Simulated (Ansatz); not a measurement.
YGa:
```cif
data_Ga2Y2
_chemical_formula_sum 'Y2 Ga2'
_space_group_name_H-M_alt 'P 1'
_space_group_IT_number 1
_cell_length_a 5.83960
_cell_length_b 5.83960
_cell_length_c 4.06582
_cell_angle_alpha 90.000
_cell_angle_beta 90.000
_cell_angle_gamma 136.387
loop_
_space_group_symop_operation_xyz
  'x, y, z'
loop_
_atom_site_label
_atom_site_type_symbol
_atom_site_fract_x
_atom_site_fract_y
_atom_site_fract_z
_atom_site_occupancy
Y1 Y 0.86147 0.13853 0.75000 1
Y2 Y 0.13853 0.86147 0.25000 1
Ga1 Ga 0.57484 0.42516 0.75000 1
Ga2 Ga 0.42516 0.57484 0.25000 1
```

Relaxed with r²SCAN.

Task: Tabulate the valence density and the electron localisation function along the shortest Ga–Ga contact (2.60 Å), r²SCAN in the plane-wave PAW code Ansatz.

Result: 

| distance from Ga (Å) | density (e/Å³) | ELF |
|---|---|---|
| 0.26 | 24.71 | 0.03 |
| 0.39 | 10.39 | 0.04 |
| 0.52 | 3.67 | 0.09 |
| 0.65 | 1.42 | 0.17 |
| 0.78 | 0.74 | 0.24 |
| 0.91 | 0.49 | 0.28 |
| 1.04 | 0.38 | 0.34 |
| 1.17 | 0.33 | 0.45 |
| 1.30 | 0.31 | 0.51 |
| 1.43 | 0.33 | 0.45 |
| 1.56 | 0.38 | 0.34 |
| 1.69 | 0.49 | 0.28 |
| 1.82 | 0.74 | 0.24 |
| 1.95 | 1.42 | 0.17 |
| 2.08 | 3.67 | 0.09 |
| 2.21 | 10.39 | 0.04 |
| 2.34 | 24.71 | 0.03 |

The density is the valence pseudo-density with augmentation charge, so density and ELF within about 1 Å of a nucleus are not all-electron values.

Space group Cmcm. The workflow started from an entry of the Crystallography Open Database (COD). Whether it is the stable phase at ambient conditions was not checked. Symmetry was held in the r²SCAN relaxation; its stability against distortions is not shown here. The run is not spin-polarised.

Potentials: the later of the program's two PAW sets.
